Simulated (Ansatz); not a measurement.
VAg$_{3}$O$_{4}$:
Space group C2/c (No. 15); a = 9.894 Å, b = 5.005 Å, c = 10.020 Å, α = γ = 90.00°, β = 115.35°

```tsv
atom	site	symmetry	x	y	z
V	4e	2	0.0000	0.4464	0.2500
Ag	8f	1	0.2594	0.0480	0.4051
Ag	4a	-1	0.0000	0.0000	0.0000
O	8f	1	0.1208	0.2480	0.2057
O	8f	1	0.4026	0.1522	0.1032
```
(The calculation used a cell of 16 atoms; values per cell refer to that cell.)

Relaxed with PBEsol.

Which orbitals make up the states near the band edges in PBEsol (plane waves, PAW; program Ansatz)?

Top 1 eV of the valence band: Ag 4d 51 %, O 2p 39 %. Bottom 1 eV of the conduction band: V 3d 41 %, Ag 5s 22 %, O 2p 16 %, Ag 4d 7 %, O 2s 6 %. Projections are on Löwdin-orthogonalised atomic valence shells; empty p or d shells of many metals are not among them.

Tabulate the density of states.

States/eV per cell of 16 atoms, in 0.25 eV bins, energy from the valence-band maximum.

```tsv
E (eV)	total	Ag 4d	O 2p	V 3d
-6.85	0.00	0.00	0.00	0.00
-6.60	1.83	0.33	1.00	0.26
-6.35	6.98	1.37	3.92	0.93
-6.10	14.38	3.24	8.16	1.91
-5.85	14.88	3.19	8.54	1.97
-5.60	18.00	4.62	10.12	2.43
-5.35	22.74	6.05	12.94	2.90
-5.10	20.80	6.13	11.73	2.09
-4.85	20.32	5.96	11.62	1.79
-4.60	14.79	4.95	8.11	1.01
-4.35	16.95	6.52	8.68	0.74
-4.10	18.55	8.17	8.89	0.61
-3.85	14.66	7.91	5.82	0.36
-3.60	17.60	10.27	6.33	0.39
-3.35	19.75	15.01	3.70	0.38
-3.10	24.68	20.36	3.32	0.44
-2.85	26.65	21.88	3.51	0.60
-2.60	40.72	34.38	4.55	1.09
-2.35	29.17	21.90	5.73	0.86
-2.10	18.28	12.46	4.48	0.74
-1.85	14.88	9.00	4.57	0.72
-1.60	11.33	6.16	4.12	0.41
-1.35	11.58	6.57	3.51	0.66
-1.10	9.15	5.20	2.77	0.60
-0.85	7.24	3.92	2.51	0.37
-0.60	6.68	3.40	2.62	0.29
-0.35	7.54	3.71	3.18	0.23
-0.10	1.90	0.91	0.85	0.03
0.15	0.00	0.00	0.00	0.00
0.40	0.00	0.00	0.00	0.00
0.65	0.00	0.00	0.00	0.00
0.90	1.14	0.22	0.17	0.09
1.15	3.33	0.38	0.39	0.81
1.40	5.05	0.40	0.75	1.73
1.65	6.35	0.24	1.13	3.43
1.90	12.93	0.41	2.86	7.56
2.15	10.08	0.46	2.47	5.31
2.40	5.55	0.35	1.29	2.22
2.65	3.75	0.22	0.82	1.28
2.90	5.68	0.25	1.32	2.18
3.15	7.67	0.28	2.02	3.38
3.40	17.75	0.41	5.37	9.58
3.65	16.97	0.45	5.39	8.84
3.90	4.06	0.11	1.14	1.23
4.15	5.15	0.14	1.20	1.13
4.40	4.53	0.11	0.77	0.68
4.65	2.58	0.06	0.37	0.29
4.90	1.88	0.04	0.26	0.11
5.15	4.30	0.08	0.56	0.20
5.40	3.43	0.06	0.42	0.13
5.65	3.12	0.04	0.34	0.11
```

The first step of the workflow began from a Materials Project structure, measured or hypothetical; the Crystallography Open Database files this formula in space group No. 15, but the cells were not matched. Whether it is the stable phase at ambient conditions was not checked. The PBEsol relaxation kept the symmetry of its start; whether a distortion lowers the energy is not shown. No spin polarisation was allowed. No Hubbard U is applied. Scalar-relativistic: spin–orbit coupling is off unless named, which matters more the heavier the elements.

Potentials: the later of the program's two PAW sets.
